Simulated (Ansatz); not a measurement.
# AlN at 16 GPa: from Born charge to LO–TO splitting and polaron coupling

All numbers below come from Ansatz 0.2.0, DFT LDA, scalar-relativistic, plane waves, PAW. Plane waves to 420 eV; Γ-centred k mesh 10×10×10; fixed occupations. No spin polarisation. Phonons by linear response, acoustic sum rule imposed.

The cell, relaxed at 16 GPa:
```yaml
crystal:
  lattice:
    - [0.00000, 2.12323, 2.12323]
    - [2.12323, 0.00000, 2.12323]
    - [2.12323, 2.12323, 0.00000]
  atoms:
    - { symbol: Al, position: [0.00000, 0.00000, 0.00000] }
    - { symbol: N, position: [0.75000, 0.75000, 0.75000] }
```

Other phases may be more stable at this pressure.

Linear response gives ν_TO = 729.7 cm⁻¹, Born charges ±2.537 e (positive on Al) and ε∞ = 4.440. The primitive cell holds 19.144 Å³, and the masses are 26.982 and 14.007 amu.

Task: Find ν_LO and the static dielectric constant.

Result: The long-wave field adds a restoring force: ω_LO² − ω_TO² = Z*²e²/(ε_vac ε∞ μV). In these units ν_LO² − ν_TO² = 4.92064×10⁷ Z*²/(μ V ε∞) cm⁻², with μ = m₁m₂/(m₁ + m₂) = 9.220 amu: 404080 cm⁻². So ν_LO = √(729.7² + 404080) = 967.8 cm⁻¹, and the run gives 967.8. Lyddane–Sachs–Teller then gives ε0 = ε∞ (ν_LO/ν_TO)² = 7.81, against 7.81 in the run (it forms both from the same three quantities, so the match checks the arithmetic only). Between ν_TO and ν_LO the dielectric function is negative and an undamped crystal reflects fully: a reststrahlen band from 10.3 to 13.7 μm.

Task: What do the Clausius–Mossotti polarisability and the Szigeti charge come to?

Result: With the Lorentz local field, α = (3V/4π)(ε∞ − 1)/(ε∞ + 2) = 2.44 Å³ for the pair, and e_S = 3Z*/(ε∞ + 2) = 1.18 e. The Born charge includes the electrons' response to the dipole's own local field, and e_S takes that enhancement out. The Lorentz field assumes point-like polarisable ions, a poor picture once ε∞ is this large, since the electron clouds then overlap or are shared, so both numbers are formal here.

Task: How strongly does a slow electron couple to the LO mode?

Result: For one isotropic parabolic band, Fröhlich's constant is α_F = (1/ε∞ − 1/ε0) √(m* Ry/ħω_LO), with Ry = 13.606 eV, ħω_LO = 120.0 meV and m* in free-electron masses: α_F = 0.0972 × 10.65 × √m* = 1.03 √m*. The band mass isn't part of this run; for m* = 0.1, 0.3 and 1 it gives 0.33, 0.57, 1.03. In weak coupling the polaron lies α_F ħω_LO below the band edge (68 meV at m* = 0.3) with a mass m*(1 + α_F/6); past α_F of about 5 or 6 that expansion fails. A semilocal functional's ε∞ tends to be too large, which taken alone lowers α_F.

This zinc-blende form isn't the usual stable structure of the compound at low pressure.

Cost: 1 run of about 0.26 core-minutes, on Intel Xeon Platinum 8488C (Sapphire Rapids) (shared hosts).